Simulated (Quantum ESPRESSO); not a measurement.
# Computed records: CaMgZn2O4 (made-up cell)

Calculation on a made-up crystal cell, not a measurement: periodic Kohn-Sham density functional theory in plane waves with PseudoDojo standard norm-conserving scalar-relativistic pseudopotentials, each functional with its own files (v0.5 for PBE, v0.4.1 for LDA and PBEsol), no spin polarisation, no spin-orbit coupling, atoms not relaxed, stress positive in tension, energies less a fixed whole-eV offset for each atom's element; levels are Kohn-Sham levels at fractions of this cell's reciprocal vectors, counted from the reference band (half the neutral cell's valence electrons, rounded up) at Gamma; error bars cover cutoff and k-mesh only, not smearing or the files; each bar is the largest change over components, and at least 0.002 eV, 0.002 eV per angstrom or 0.02 GPa; added strain carries the atoms with the cell, and shear is the tensor component; energies are for the whole cell, and the offsets were chosen from early runs and are not element reference energies; machines and their load varied, so run times do not measure scaling. Program: Quantum ESPRESSO 7.5.

Entry: CaMgZn2O4 (made-up cell)

```
CaMgZn2O4
1.0
      4.4099    -0.0125    -0.0165
     -0.0125     4.4361     0.0150
     -0.0165     0.0150     4.3245
Zn Mg Zn Ca O
1 1 1 1 4
Direct
  0.00974 -0.00611 -0.00346
  0.00774 0.50712 0.49065
  0.50762 0.01756 0.47587
  0.47439 0.47649 -0.01425
  0.47318 0.00650 -0.01346
  0.49531 0.51663 0.50460
  0.97732 0.00702 0.47282
  0.99617 0.49858 -0.00001
```

It was run with lattice type rocksalt, functional pbe, cutoff 1143 eV, fermi dirac smearing 0.025 eV, scf tolerance 1e-07 eV, electrons removed 0, run command pw.x -nk 1 -in in, run processor AMD EPYC, Zen 5 class, virtual cores and k mesh 4 x 4 x 4, shifted by half a step.

Results for CaMgZn2O4 (made-up cell): free energy less offsets 1.139 eV; scf iterations 12; smearing term minus ts 0 eV; pressure 9.729 GPa; stress xx -10.01 GPa; stress yy -7.474 GPa; stress zz -11.7 GPa; stress yz 1.143 GPa; stress xz -0.3051 GPa; stress xy -0.2929 GPa; error bar energy 0.002 eV; error bar stress 0.03885 GPa; error bar force 0.002184 eV/Å; error bars from tighter rerun of this cell; wall time of scf and band steps on a shared machine 204.6 s.

Atoms:
```tsv
atoms element	atom site	atom energy offset (eV)
Zn	1	-5687
Mg	2	-1617
Zn	3	-5687
Ca	4	-1055
O	5	-452
O	6	-452
O	7	-452
O	8	-452
```

Forces:
```tsv
site	x (eV/Å)	y (eV/Å)	z (eV/Å)
1	-0.4707	-0.1346	-0.3113
2	-0.6168	0.09736	0.04935
3	-0.0468	-0.4683	0.3129
4	1.673	1.816	0.9875
5	0.2876	-1.424	-0.03088
6	-0.1043	-0.1126	-1.32
7	0.3435	0.02702	0.5695
8	-1.066	0.199	-0.2569
```
